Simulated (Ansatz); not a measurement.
Relaxed-ion elastic tensor of Ag (hcp (Mg type), P6_3/mmc) in GPa (Voigt order), DFT-LDA in the program Ansatz with PAW potentials; density 11.18 g/cm³, 16.03 Å³ per atom.

```tsv
	1	2	3	4	5	6
1	200	127	94.2	0.0	0.0	0.0
2	127	200	94.2	0.0	0.0	0.0
3	94.2	94.2	214	0.0	0.0	0.0
4	0.0	0.0	0.0	30.1	0.0	0.0
5	0.0	0.0	0.0	0.0	30.1	0.0
6	0.0	0.0	0.0	0.0	0.0	36.3
```

### Question
Is the crystal mechanically stable?

### Answer
Yes: the smallest eigenvalue of C is 30.1 GPa.

### Question
Work out the Voigt, Reuss and Hill averages.

### Answer
K_V = 138, K_R = 138, K_H = 138; G_V = 39.2, G_R = 36.4, G_H = 37.8 GPa.

### Question
Give Young's modulus, Poisson's ratio, Pugh's ratio and the universal anisotropy index.

### Answer
E = 9KG/(3K + G) = 104 GPa; ν = 0.37; K/G = 3.66 (ductile by the Pugh limit of 1.75); A_U = 5G_V/G_R + K_V/K_R − 6 = 0.38.

### Question
Estimate the sound speeds and the Debye temperature.

### Answer
v_l = √((K + 4G/3)/ρ) = 4110 m/s, v_t = √(G/ρ) = 1840 m/s, mean 2070 m/s; Θ = (h/k)(3n/4πV)^(1/3) v_m = 245 K.

### Question
Solve the Christoffel equation for the three sound speeds along x, y, z.

### Answer
Eigenvalues of C_ijkl n_j n_l equal ρv². In km/s, slowest first: x 1.64, 1.80, 4.23; y 1.64, 1.80, 4.23; z 1.64, 1.64, 4.37.

### Question
How much does each axis shrink under pressure?

### Answer
Linear compressibilities β_i = Σ_j S_ij (j = 1 to 3): x 2.3, y 2.3, z 2.7 per TPa.

The workflow started from a Materials Project entry (that database holds measured and hypothetical structures alike); the Crystallography Open Database files this formula in space group No. 194, but the cells were not matched. It is not the phase usual at ambient conditions (space group No. 225). The cell was relaxed with LDA under the symmetry of its start; its stability against distortions is not shown here. The run is not spin-polarised. As this level gives no gap, shear constants depend on the k-mesh and smearing (Fermi–Dirac, 0.1 eV here). On the denser mesh and wider smearing of the elastic run this cell carries a stress of 0.6 GPa.

Potentials: the later of the program's two PAW sets.
